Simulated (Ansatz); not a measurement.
La2WN4:
```
CELL_PARAMETERS angstrom
     -1.98916     1.98916     6.37402
      1.98916    -1.98916     6.37402
      1.98916     1.98916    -6.37402
ATOMIC_POSITIONS crystal
  La 0.35452 0.35452 0.00000
  La 0.64548 0.64548 0.00000
  W  0.00000 0.00000 0.00000
  N  0.16228 0.16228 0.00000
  N  0.83772 0.83772 0.00000
  N  0.00000 0.50000 0.50000
  N  0.50000 0.00000 0.50000
```

Relaxed with r²SCAN. Special points in fractions of this cell's reciprocal vectors: Γ (0.000, 0.000, 0.000); X (0.000, 0.000, 0.500); P (0.250, 0.250, 0.250); N (0.000, 0.500, 0.000); M (0.500, 0.500, -0.500); S (0.274, 0.726, -0.274); S0 (-0.274, 0.274, 0.274); R (-0.049, 0.049, 0.500); G (0.500, 0.500, -0.049).

Q: List the band energies nearest the Fermi level at these points for DFT-r²SCAN with spin–orbit coupling in the program Ansatz with PAW potentials.

A: In eV from the Fermi level; about four levels below and three above (degenerate sets whole), none deeper than 8.9 eV; points with the same levels are listed once.

```
k                    below                above
-  -----------------------  -------------------
Γ  -0.11 -0.11 -0.08 -0.08  0.78 0.78 0.99 0.99
X  -0.30 -0.30 -0.18 -0.18  3.28 3.28 3.30 3.30
P  -0.52 -0.52 -0.30 -0.30  3.23 3.23 3.32 3.32
N  -0.73 -0.73 -0.47 -0.47  1.52 1.52 2.94 2.94
M  -0.24 -0.24 -0.03 -0.03  1.37 1.37 1.86 1.86
S  -0.81 -0.81 -0.58 -0.58  1.56 1.56 2.97 2.97
R  -0.34 -0.34 -0.19 -0.19  3.24 3.24 3.30 3.30
```

Space group I4/mmm. The start of the workflow was typed in or built on a structure type; neither database checked (COD, Materials Project) lists it. Whether it is the stable phase at ambient conditions was not checked. Symmetry was held in the r²SCAN relaxation; its stability against distortions is not shown here. The workflow began spin-polarised and lost its moments.

Potentials: the later of the program's two PAW sets.
